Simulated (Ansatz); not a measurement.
# ZnAg under pressure: fit and missing row

ZnAg, P4/mmm, a = 3.003 Å, c = 3.364 Å. The structure is a Materials Project entry; whether it is the stable form wasn't checked. Ansatz: PBEsol, PAW, 420 eV, Γ-centred 16×16×10 mesh on 2 atoms, Gaussian smearing 0.10 eV; no spin polarisation. Cell and atoms are relaxed at each pressure, and no other structure is tried, so the rows at high pressure may lie past a change of phase.

```tsv
V (Å³/atom)	P (GPa)
?	40.00
13.375	19.98
14.098	10.00
14.584	4.98
14.915	2.00
15.165	0.00
15.443	-1.98
```

Q: Take V0 = 15.165 Å³/atom, fit the third-order Birch–Murnaghan form to the other rows, and predict the missing volume.

A: With the Eulerian strain f = ½[(V0/V)^(2/3) − 1] and y = P/[3f(1 + 2f)^(5/2)], the form is the line y = B0 + 1.5 B0 (B0′ − 4) f. Rows (f, y): 0.04367, 123.7; 0.02492, 118.4; 0.01319, 117.9; 0.00557, 116.4; -0.00602, 113.0. Means f = 0.01627, y = 117.88; Σ(Δf)² = 0.001446, ΣΔfΔy = 0.2885; the slope is their ratio. y = 114.6 + 199.5 f GPa, so B0 = 114.6 GPa and B0′ = 4 + 2 × (199.5)/(3 × 114.6) = 5.16. P = 40.00 GPa is met at f = 0.07330 (y = 129.22), so V = V0 (1 + 2f)^(−3/2) = 12.352 Å³/atom. The run gave 12.373 Å³/atom, so the fit is 0.021 Å³/atom too low, 0.68 % of the span of the series, against an rms of 0.004 Å³/atom on the fitted rows. The row lies outside the fitted range. A fourth-order term fitted to the same rows gives P = 39.59 GPa at this row's volume (the line 39.49, the run 40.00), no gain.

The mesh isn't the same in all rows (16×16×10, 14×14×14).